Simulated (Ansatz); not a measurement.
Relaxed-ion elastic tensor of Ge in space group P6_3/mmc (No. 194; Ge on 4e, Ge on 4f) in GPa (Voigt order), r²SCAN (plane waves, PAW; program Ansatz); density 5.29 g/cm³, 22.81 Å³ per atom.

```
 153  38.1  23.5   0.0   0.0   0.0
38.1   153  23.5   0.0   0.0   0.0
23.5  23.5   170   0.0   0.0   0.0
 0.0   0.0   0.0  47.1   0.0   0.0
 0.0   0.0   0.0   0.0  47.1   0.0
 0.0   0.0   0.0   0.0   0.0  57.3
```

Question: Is the crystal mechanically stable?

Answer: Yes: the smallest eigenvalue of C is 47.1 GPa.

Question: Work out the Voigt, Reuss and Hill averages.

Answer: K_V = 71.6, K_R = 71.6, K_H = 71.6; G_V = 56.3, G_R = 54.8, G_H = 55.5 GPa.

Question: Give Young's modulus, Poisson's ratio, Pugh's ratio and the universal anisotropy index.

Answer: E = 9KG/(3K + G) = 132 GPa; ν = 0.19; K/G = 1.29 (brittle by the Pugh limit of 1.75); A_U = 5G_V/G_R + K_V/K_R − 6 = 0.13.

Question: Estimate the sound speeds and the Debye temperature.

Answer: v_l = √((K + 4G/3)/ρ) = 5250 m/s, v_t = √(G/ρ) = 3240 m/s, mean 3570 m/s; Θ = (h/k)(3n/4πV)^(1/3) v_m = 375 K.

Question: Solve the Christoffel equation for the three sound speeds along x, y, z.

Answer: Eigenvalues of C_ijkl n_j n_l equal ρv². In km/s, slowest first: x 2.98, 3.29, 5.37; y 2.98, 3.29, 5.37; z 2.98, 2.98, 5.66.

Question: How much does each axis shrink under pressure?

Answer: Linear compressibilities β_i = Σ_j S_ij (j = 1 to 3): x 4.7, y 4.7, z 4.6 per TPa.

The workflow started from a Materials Project entry (that database holds measured and hypothetical structures alike); the Crystallography Open Database copy checked does not list it. It is not the phase usual at ambient conditions (space group No. 227). The cell was relaxed with r²SCAN under the symmetry of its start; phonons on a q-mesh show no instability.

Potentials: the later of the program's two PAW sets.
